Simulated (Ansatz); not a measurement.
The calculation used DFT PBE, scalar-relativistic, plane waves, PAW in Ansatz 0.2.0. The final run on the 6-atom cell used 420 eV, a Γ-centred 10×10×4 mesh, 0.10 eV smearing and no spin polarisation.

The zero of energy is the elements' standard structures at the same level; no fitted shifts are applied.

Q: Suggest a trial structure for a tetragonal metal made of Cd, S and Se, with a formation energy near −0.24 eV/atom and a density near 4.3 g/cm³, in a cell of 6 atoms. Its symmetry should be P-4m2 (No. 115).

A: Cd3SeS2, space group P-4m2 (No. 115). Cd on its first site is surrounded by 4 S at 2.60 Å and 4 Cd at 2.95 Å; around Cd on its second site lie 4 S at 2.60 Å and 4 Cd at 2.95 Å; Se is surrounded by 4 Cd at 2.95 Å; around S lie 4 Cd at 2.60 Å; 1 more site not described.

Space group P-4m2 (No. 115). a = 4.166 Å, b = 4.166 Å, c = 10.801 Å, α = 90.00°, β = 90.00°, γ = 90.00°
```tsv
atom	site	symmetry	x	y	z
Cd	1b	-4m2	0.5000	0.5000	0.0000
Cd	1a	-4m2	0.0000	0.0000	0.0000
Cd	1c	-4m2	0.5000	0.5000	0.5000
Se	1d	-4m2	0.0000	0.0000	0.5000
S	2g	2mm.	0.0000	0.5000	0.1440
```

| Property | Result |
| --- | --- |
| Volume per atom | 31.2 Å³ |
| Density | 4.3 g/cm³ |
| Formation energy | −0.24 eV/atom |
| Gap on the 10×10×4 mesh of the 6-atom cell | 0 eV (a metal) |

It was reached by relaxing an invented guess, and it needn't be the stable form of this composition. Other answers may fit too; this one was computed.

No dispersion correction is applied, so the spacing and binding between layers, chains or molecules are poorly described. The reference forms of S and Se are held partly by dispersion forces, which this level lacks. Symmetry constrained the relaxation, so the result can be a saddle point.
